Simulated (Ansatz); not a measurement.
LiAgF₄:
```cif
data_Ag2F8Li2
_chemical_formula_sum 'Li2 Ag2 F8'
_space_group_name_H-M_alt 'P 1'
_space_group_IT_number 1
_cell_length_a 6.17637
_cell_length_b 6.17637
_cell_length_c 4.86890
_cell_angle_alpha 70.116
_cell_angle_beta 109.884
_cell_angle_gamma 123.071
loop_
_space_group_symop_operation_xyz
  'x, y, z'
loop_
_atom_site_label
_atom_site_type_symbol
_atom_site_fract_x
_atom_site_fract_y
_atom_site_fract_z
_atom_site_occupancy
Li1 Li 0.16974 0.16974 0.75000 1
Li2 Li 0.83026 0.83026 0.25000 1
Ag1 Ag 0.50000 0.00000 0.50000 1
Ag2 Ag 0.00000 0.50000 0.00000 1
F1 F 0.49594 0.23536 0.67291 1
F2 F 0.50406 0.76464 0.32709 1
F3 F 0.23536 0.49594 0.82709 1
F4 F 0.76464 0.50406 0.17291 1
F5 F 0.78793 0.00537 0.82505 1
F6 F 0.21207 0.99463 0.17495 1
F7 F 0.00537 0.78793 0.67495 1
F8 F 0.99463 0.21207 0.32505 1
```

Relaxed with r²SCAN. DFT-r²SCAN in the program Ansatz with PAW potentials gives a gap of 1.79 eV.

Problem. What gap does HSE06 give on the same cell (Ansatz, PAW)?

Solution. 3.39 eV, 1.61 eV more. The hybrid was solved on a coarser mesh and at special points; the gap given is the minimum over both.

Cost on shared cores: the r²SCAN run (SCF on a 6×6×6 mesh, then bands and DOS) about 6 core-minutes (a rough figure), the HSE06 run (SCF on 3×3×4, then a few points) about 4 core-minutes (a rough figure); the tasks are unlike.

Space group C2/c. The first step of the workflow began from a Materials Project structure, measured or hypothetical; the Crystallography Open Database copy checked does not list it. Whether it is the stable phase at ambient conditions was not checked. Symmetry was held in the r²SCAN relaxation; its stability against distortions is not shown here. The run is not spin-polarised. Scalar-relativistic: spin–orbit coupling is off unless named, which matters more the heavier the elements.

Potentials: the later of the program's two PAW sets.
